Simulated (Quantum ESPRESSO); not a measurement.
Solid-state NMR card for RbCl

```xyz
2
Lattice="0.0000 3.3087 3.3087 3.3087 0.0000 3.3087 3.3087 3.3087 0.0000" Properties=species:S:1:pos:R:3 pbc="T T T"
Rb     0.0000     0.0000     0.0000
Cl     3.3087     3.3087     3.3087
```
Geometry: a computed entry of the Materials Project; it was not checked against measured cells. It is RbCl in Fm-3m. Stability against distortions was not tested.

Shieldings are absolute and leave out the bulk-susceptibility term; a larger σ means a smaller chemical shift. In our sweeps, cutoffs and meshes of this size left a few ppm, and up to some 20 ppm on atoms from Zn on. No spin–orbit coupling; Rb is the heaviest element present. No d partial waves on Cl: the paramagnetic term there is incompletely reconstructed. Static lattice: thermal averaging is not included.

### Question
What do the calculations give at each independent site (shieldings by PBE GIPAW (a modified build of Quantum ESPRESSO, JTH PAW datasets), 25 Ha, k-mesh 4×4×4 shifted, f-sum rule met within 0.002 %)?

### Answer
| site | site symmetry | σ_iso (ppm) |
|---|---|---|
| Rb (atom 1) | m-3m | 3037 |
| Cl (atom 2) | m-3m | 882 |
